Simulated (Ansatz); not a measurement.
Relaxed-ion elastic tensor of SiMo₃ (A15 (Cr3Si type), Pm-3n) in GPa (Voigt order), the program Ansatz at the r²SCAN level (PAW); density 9.01 g/cm³, 14.55 Å³ per atom.

```
499  148  148  0.0  0.0  0.0
148  499  148  0.0  0.0  0.0
148  148  499  0.0  0.0  0.0
0.0  0.0  0.0  122  0.0  0.0
0.0  0.0  0.0  0.0  122  0.0
0.0  0.0  0.0  0.0  0.0  122
```

### Question
Is the crystal mechanically stable?

### Answer
Yes: the smallest eigenvalue of C is 122 GPa.

### Question
Work out the Voigt, Reuss and Hill averages.

### Answer
K_V = 265, K_R = 265, K_H = 265; G_V = 144, G_R = 139, G_H = 141 GPa.

### Question
Give Young's modulus, Poisson's ratio, Pugh's ratio and the universal anisotropy index.

### Answer
E = 9KG/(3K + G) = 360 GPa; ν = 0.27; K/G = 1.88 (ductile by the Pugh limit of 1.75); A_U = 5G_V/G_R + K_V/K_R − 6 = 0.16.

### Question
Estimate the sound speeds and the Debye temperature.

### Answer
v_l = √((K + 4G/3)/ρ) = 7100 m/s, v_t = √(G/ρ) = 3960 m/s, mean 4410 m/s; Θ = (h/k)(3n/4πV)^(1/3) v_m = 538 K.

### Question
Give the Zener ratio and Young's modulus along [100], [110] and [111].

### Answer
A = 2C44/(C11 − C12) = 0.70; 1/E = S11 − 2(S11 − S12 − S44/2)Γ with Γ = 0, 1/4, 1/3 gives 431, 341, 318 GPa.

### Question
Solve the Christoffel equation for the three sound speeds along [100], [110], [111].

### Answer
Eigenvalues of C_ijkl n_j n_l equal ρv². In km/s, slowest first: [100] 3.69, 3.69, 7.44; [110] 3.69, 4.41, 7.04; [111] 4.18, 4.18, 6.90.

Symmetry was held in the r²SCAN relaxation; of distortions, only those at the zone centre were tested. No spin polarisation was allowed. As this level gives no gap, shear constants depend on the k-mesh and smearing (Fermi–Dirac, 0.1 eV here).

Potentials: the later of the program's two PAW sets.
